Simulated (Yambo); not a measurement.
BSE-type run in Yambo on MgPdF6 (space group R-3, No. 148), at zero momentum.

Quantum ESPRESSO step (LDA, PseudoDojo standard norm-conserving files, scalar-relativistic):
```
&CONTROL
  calculation = 'nscf'
  pseudo_dir = './pseudo'
  outdir = './out'
/
&SYSTEM
  ibrav = 0
  nat = 8
  ntyp = 3
  ecutwfc = 84.0
  ecutrho = 336.0
  occupations = 'fixed'
  force_symmorphic = .true.
  nbnd = 74
/
&ELECTRONS
  conv_thr = 8e-09
  diago_full_acc = .true.
  diago_thr_init = 1e-08
/
ATOMIC_SPECIES
F 18.9984 F.upf
Mg 24.3050 Mg.upf
Pd 106.4200 Pd.upf
CELL_PARAMETERS angstrom
  2.465649984000   1.423543682000   4.509990000000
 -2.465649984000   1.423543682000   4.509990000000
  0.000000000000  -2.847087364000   4.509990000000
ATOMIC_POSITIONS crystal
F   0.899670000000   0.610947000000   0.242590000000
F   0.100330000000   0.389053000000   0.757410000000
F   0.242590000000   0.899670000000   0.610947000000
F   0.757410000000   0.100330000000   0.389053000000
F   0.610947000000   0.242590000000   0.899670000000
F   0.389053000000   0.757410000000   0.100330000000
Mg   0.500000000000   0.500000000000   0.500000000000
Pd   0.000000000000   0.000000000000   0.000000000000
K_POINTS automatic
4 4 4 0 0 0
```

Yambo input:
```
rim_cut
optics
bse
bss
dipoles
em1s
RandQpts= 1000000
RandGvec= 1 Ry
FFTGvecs= 40 Ry
Chimod= "HARTREE"
BSKmod= "SEX"
BSEmod= "resonant"
BSSmod= "hs"
BSENGexx= 15 Ry
BSENGBlk= 3 Ry
% KfnQP_E
 3.14 | 1.0 | 1.0 |
%
% BSEQptR
 1 | 1 |
%
% BSEBands
 15 | 38 |
%
% BEnRange
 0.0 | 13.7 | eV
%
% BDmRange
 0.15 | 0.15 | eV
%
BEnSteps= 274
% BLongDir
 0.0 | 0.0 | 1.0 |
%
BSHayTrs= -0.02
BSSNEig= 24
WRbsWF
% BndsRnXs
 6 | 69 |
%
NGsBlkXs= 3 Ry
% LongDrXs
 1.0 | 1.0 | 1.0 |
%
```

From the report:

The dimension is k points × valence × conduction bands = 64 × 21 × 3 = 4032.
```
  [SLEPC] Approach                          : Krylov-Schur
  [SLEPC] Number of requested eigenvalues   :  24
  [SLEPC] Number of eigenvalues        [NEV]:  24
   [K] Dimension                                    :   4032
   [K] Bands                                        :   15   38
   [K] Exchange res                                 : yes
   [K] Correlation res                              : yes
   [K] W interaction is bare                        : no
   [K] RL vectors exchange                          :   641
   [K] RL vectors correlation                       :   65
   [W] Matrix size                                  :   65
   [W] Bands                                        :    6   69
   [W] Coulomb Cutoff                               : none
   [W] Hxc Kernel                                   : HARTREE
```
Lowest eigenvalues (eV; in brackets the number of states within 2 meV): 1.66 (2), 1.76 (1), 2.45 (1), 2.48 (2), 3.73 (1), 3.81 (2). They depend on the mesh, which isn't converged, and on the G0W0 scissor.

Spin-orbit coupling is not included.

Geometry of the Materials Project entry, not relaxed at this level.
